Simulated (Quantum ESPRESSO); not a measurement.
# Mo3WSe5S3: input and log of a self-consistent run

Computed values, not a measurement. The program is pw.x of Quantum ESPRESSO 7.5 (plane-wave density functional theory). The cell is made up: 12 atoms on a layered 2H lattice, with randomly drawn elements, strain and displacements, not relaxed. PseudoDojo standard norm-conserving files (v0.5 for PBE, v0.4.1 for LDA and PBEsol) set the functional; there is no spin polarisation, spin-orbit coupling or dispersion term, and the masses in the input are unused placeholders.

Input:

```
&control calculation='scf', pseudo_dir='./dojo.nc.sr.pbe.v0_5.standard.upf', outdir='./o', disk_io='medium', tprnfor=.true., tstress=.true. /
&system ibrav=0, nat=12, ntyp=4, nbnd=83, ecutwfc=85.99341389, nosym=.true., tot_charge=0,
 occupations='smearing', smearing='fd', degauss=0.0018374661
/
&electrons conv_thr=7.350e-09, electron_maxstep=60, /
ATOMIC_SPECIES
Mo 1.0 Mo.upf
S 1.0 S.upf
Se 1.0 Se.upf
W 1.0 W.upf
CELL_PARAMETERS angstrom
3.2573 -0.0293 0.0117
-0.0507 5.5319 -0.0081
0.0468 -0.0187 13.0382
ATOMIC_POSITIONS angstrom
Mo -0.071 1.8748 3.202
Mo 1.6241 0.867 9.7962
Mo 1.5967 4.625 3.3475
W -0.041 3.7352 9.8082
Se -0.037 1.8005 8.177
Se 0.066 1.8423 11.3755
S 1.6315 0.8723 1.6329
Se 1.6569 0.9178 4.8575
S 1.6059 4.5203 8.1866
Se 1.6085 4.6176 11.3719
Se -0.0751 3.7091 1.5793
S 0.0064 3.7248 4.8852
K_POINTS automatic
7 4 2 1 1 1
```

The log is shortened where brackets say so; the opening notice, blank lines, dates and the lines on written files are dropped, and the path of the files is cut. It prints rydbergs, bohrs and kilobars, and counts compression as positive stress. With no partly filled state, the Fermi energy that it prints is only some level between the filled and the empty states on the mesh, and need not lie in the true gap.

```
     Program PWSCF v.7.5
     Parallel version (MPI & OpenMP), running on       1 processor cores
     Number of MPI processes:                 1
     Threads/MPI process:                     1
     [start-up lines left out]
     bravais-lattice index     =            0
     lattice parameter (alat)  =       6.1557  a.u.
     unit-cell volume          =    1585.2729 (a.u.)^3
     number of atoms/cell      =           12
     number of atomic types    =            4
     number of electrons       =       154.00
     number of Kohn-Sham states=           83
     kinetic-energy cutoff     =      85.9934  Ry
     charge density cutoff     =     343.9737  Ry
     scf convergence threshold =      7.3E-09
     mixing beta               =       0.7000
     number of iterations used =            8  plain     mixing
     Exchange-correlation= PBE
                           (   1   4   3   4   0   0   0)
     [axes and pseudopotential details left out]
   Cartesian axes
     site n.     atom                  positions (alat units)
         1        Mo     tau(   1) = (  -0.0217962   0.5755417   0.9829766  )
         2        Mo     tau(   2) = (   0.4985798   0.2661589   3.0073191  )
         3        Mo     tau(   3) = (   0.4901683   1.4198210   1.0276434  )
         4        W      tau(   4) = (  -0.0125865   1.1466628   3.0110030  )
         5        Se     tau(   5) = (  -0.0113586   0.5527325   2.5102436  )
         6        Se     tau(   6) = (   0.0202612   0.5655646   3.4921458  )
         7        S      tau(   7) = (   0.5008515   0.2677859   0.5012812  )
         8        Se     tau(   8) = (   0.5086490   0.2817539   1.4911958  )
         9        S      tau(   9) = (   0.4929926   1.3876794   2.5131907  )
        10        Se     tau(  10) = (   0.4937907   1.4175493   3.4910406  )
        11        Se     tau(  11) = (  -0.0230548   1.1386504   0.4848267  )
        12        S      tau(  12) = (   0.0019647   1.1434701   1.4996994  )
     number of k points=    28  Fermi-Dirac smearing, width (Ry)=  0.0018
                       cart. coord. in units 2pi/alat
        k(    1) = (   0.0718770   0.0743561   0.0623084), wk =   0.0714286
        k(    2) = (   0.0723241   0.0741773  -0.0626130), wk =   0.0714286
     [further k points left out]
     Dense  grid:   170715 G-vectors     FFT dimensions: (  40,  64, 150)
     Estimated max dynamical RAM per process >     338.93 MB
     Initial potential from superposition of free atoms
     starting charge     153.9947, renormalised to     154.0000
     Starting wfcs are   97 randomized atomic wfcs
     total cpu time spent up to now is       64.7 secs
     per-process dynamical memory:   188.4 Mb
     Self-consistent Calculation
     iteration #  1     ecut=    85.99 Ry     beta= 0.70
     Davidson diagonalization with overlap
     ethr =  1.00E-02,  avg # of iterations =  2.0
     Threshold (ethr) on eigenvalues was too large:
     Diagonalizing with lowered threshold
     Davidson diagonalization with overlap
     ethr =  7.69E-04,  avg # of iterations =  2.0
     total cpu time spent up to now is      242.4 secs
     total energy              =   -1851.64645817 Ry
     estimated scf accuracy    <       1.21774613 Ry
     iteration #  2     ecut=    85.99 Ry     beta= 0.70
     Davidson diagonalization with overlap
     ethr =  7.91E-04,  avg # of iterations =  9.1
     total cpu time spent up to now is      400.4 secs
     total energy              =   -1848.97538718 Ry
     estimated scf accuracy    <      30.20931942 Ry
     iteration #  3     ecut=    85.99 Ry     beta= 0.70
     Davidson diagonalization with overlap
     ethr =  7.91E-04,  avg # of iterations = 10.6
     total cpu time spent up to now is      532.8 secs
     total energy              =   -1849.39930942 Ry
     estimated scf accuracy    <      75.16286765 Ry
     iteration #  4     ecut=    85.99 Ry     beta= 0.70
     Davidson diagonalization with overlap
     ethr =  7.91E-04,  avg # of iterations = 12.0
     total cpu time spent up to now is      704.4 secs
     total energy              =   -1852.25243018 Ry
     estimated scf accuracy    <       0.59893241 Ry
     iteration #  5     ecut=    85.99 Ry     beta= 0.70
     Davidson diagonalization with overlap
     ethr =  3.89E-04,  avg # of iterations =  4.4
     total cpu time spent up to now is      871.3 secs
     total energy              =   -1852.29179731 Ry
     estimated scf accuracy    <       0.18436315 Ry
     [iterations 6 to 17 left out]
     iteration # 18     ecut=    85.99 Ry     beta= 0.70
     Davidson diagonalization with overlap
     ethr =  4.37E-10,  avg # of iterations =  7.2
     total cpu time spent up to now is     2413.9 secs
     total energy              =   -1852.31864362 Ry
     estimated scf accuracy    <       0.00000310 Ry
     iteration # 19     ecut=    85.99 Ry     beta= 0.70
     Davidson diagonalization with overlap
     ethr =  4.37E-10,  avg # of iterations =  5.4
     total cpu time spent up to now is     2599.1 secs
     total energy              =   -1852.31864384 Ry
     estimated scf accuracy    <       0.00000117 Ry
     iteration # 20     ecut=    85.99 Ry     beta= 0.70
     Davidson diagonalization with overlap
     ethr =  4.37E-10,  avg # of iterations =  3.5
     total cpu time spent up to now is     2682.5 secs
     total energy              =   -1852.31864394 Ry
     estimated scf accuracy    <       0.00000011 Ry
     iteration # 21     ecut=    85.99 Ry     beta= 0.70
     Davidson diagonalization with overlap
     ethr =  7.31E-11,  avg # of iterations =  5.2
     total cpu time spent up to now is     2814.2 secs
     total energy              =   -1852.31864396 Ry
     estimated scf accuracy    <       0.00000003 Ry
     iteration # 22     ecut=    85.99 Ry     beta= 0.70
     Davidson diagonalization with overlap
     ethr =  1.99E-11,  avg # of iterations =  3.2
     total cpu time spent up to now is     2937.6 secs
     End of self-consistent calculation
          k = 0.0719 0.0744 0.0623 ( 21305 PWs)   bands (ev):
   -62.1626 -49.2250 -49.1940 -49.0057 -35.8847 -35.8799 -35.8452 -35.8436
   -35.8341 -35.8309 -35.8154 -35.8140 -35.8053 -35.8033 -35.8024 -35.7916
   -35.7877 -35.7628 -35.7623 -35.7588 -35.7571 -35.7540 -35.7417 -35.7297
   -35.7133 -35.7110 -35.6654 -35.6642 -35.6434 -26.4315 -26.4238 -26.3745
   -23.4866 -23.3834 -23.3214 -23.2662 -23.1990 -23.1947 -23.1768 -23.1716
   -23.0692  -3.0252  -2.5020  -1.6421  -1.4200  -1.1380  -0.7131  -0.6318
    -0.5281   5.4148   5.7786   6.0405   6.3234   6.6290   6.8268   7.4396
     7.8232   8.3269   8.5671   8.7968   8.8790   9.1232   9.2107   9.2987
     9.5923   9.6847   9.8769   9.9955  10.0639  10.1963  10.3524  10.5225
    10.7683  11.1154  11.2797  11.4876  11.9318  13.6081  13.9832  14.0570
    14.1500  14.3375  14.3719
     [levels at the other k points left out]
     the Fermi energy is    12.5155 ev
!    total energy              =   -1852.31864395 Ry
     estimated scf accuracy    <          6.9E-09 Ry
     smearing contrib. (-TS)   =      -0.00000000 Ry
     internal energy E=F+TS    =   -1852.31864395 Ry
     The total energy is F=E-TS. E is the sum of the following terms:
     one-electron contribution =   -1095.87512691 Ry
     hartree contribution      =     600.88751151 Ry
     xc contribution           =    -356.55758035 Ry
     ewald contribution        =   -1000.77344821 Ry
     convergence has been achieved in  22 iterations
     Forces acting on atoms (cartesian axes, Ry/au):
     atom    1 type  1   force =     0.06241077   -0.01381049   -0.00738750
     atom    2 type  1   force =     0.01561735    0.00754488   -0.06679714
     atom    3 type  1   force =    -0.00379919   -0.04664012   -0.08505138
     atom    4 type  4   force =     0.01851225   -0.03385771   -0.11091216
     atom    5 type  3   force =     0.01552580    0.01539896   -0.04836784
     atom    6 type  3   force =    -0.03299322    0.00128022    0.07701433
     atom    7 type  2   force =    -0.01807503    0.00916203    0.04593833
     atom    8 type  3   force =    -0.03516227    0.04689346    0.07683359
     atom    9 type  2   force =    -0.00652230    0.02160619    0.02324351
     atom   10 type  3   force =    -0.00985052   -0.01178006    0.12392932
     atom   11 type  3   force =     0.01197218    0.02187629   -0.00134114
     atom   12 type  2   force =    -0.01763583   -0.01767364   -0.02710191
     Total force =     0.269149     Total SCF correction =     0.000462
     Computing stress (Cartesian axis) and pressure
          total   stress  (Ry/bohr**3)                   (kbar)     P=       70.58
   0.00031992   0.00010023  -0.00019185           47.06       14.74      -28.22
   0.00010023   0.00058761  -0.00009755           14.74       86.44      -14.35
  -0.00019185  -0.00009755   0.00053180          -28.22      -14.35       78.23
     init_run     :     60.10s CPU     64.63s WALL (       1 calls)
     electrons    :   2774.54s CPU   2872.94s WALL (       1 calls)
     forces       :     17.05s CPU     17.35s WALL (       1 calls)
     stress       :     66.27s CPU     68.52s WALL (       1 calls)
     [timing details left out]
     PWSCF        :  48m38.37s CPU  50m24.73s WALL
     JOB DONE.
```

In other units: free energy -25202.079 eV for the cell, pressure 7.06 GPa, largest force component 3.186 eV/Å. A rerun of this cell at a cutoff of 1467 eV and k mesh 9 x 6 x 4 moved values by no more than 0.002 eV in energy, 0.02 GPa in stress and 0.007 eV/Å in force.